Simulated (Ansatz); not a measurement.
B2W in space group P6_3/mmc (No. 194; B on 4f, B on 2b, B on 2d, W on 4f) at seven volumes, plane-wave PAW r²SCAN (Ansatz code), shape and atoms relaxed at each. One row is withheld.

| V (Å³/atom) | P (GPa) |
|---|---|
| 8.312 | 38.04 |
| 8.586 | ? |
| 8.860 | 10.82 |
| 9.134 | 0.00 |
| 9.408 | -9.30 |
| 9.682 | -17.30 |
| 9.956 | -24.18 |

Fit the shown pressures and predict the withheld one.

Third-order Birch–Murnaghan: P = (3/2)B₀(x^(7/2) − x^(5/2))[1 + (3/4)(B′ − 4)(x − 1)] with x = (V₀/V)^(2/3). Least squares on the six rows gives V₀ = 9.134 Å³/atom, B₀ = 333.7 GPa, B′ = 4.02. At V = 8.586, x = 1.0421 and P = 23.38 GPa. The run itself gave 23.40 GPa.

The first step of the workflow began from a Materials Project structure, measured or hypothetical; the Crystallography Open Database files this formula in space group No. 194, but the cells were not matched. Its standing as an ambient phase is unchecked. The r²SCAN relaxation kept the symmetry of its start; its stability against distortions is not shown here. No spin polarisation was allowed. Scalar-relativistic: spin–orbit coupling is off unless named, which matters more the heavier the elements.

Potentials: the later of the program's two PAW sets.
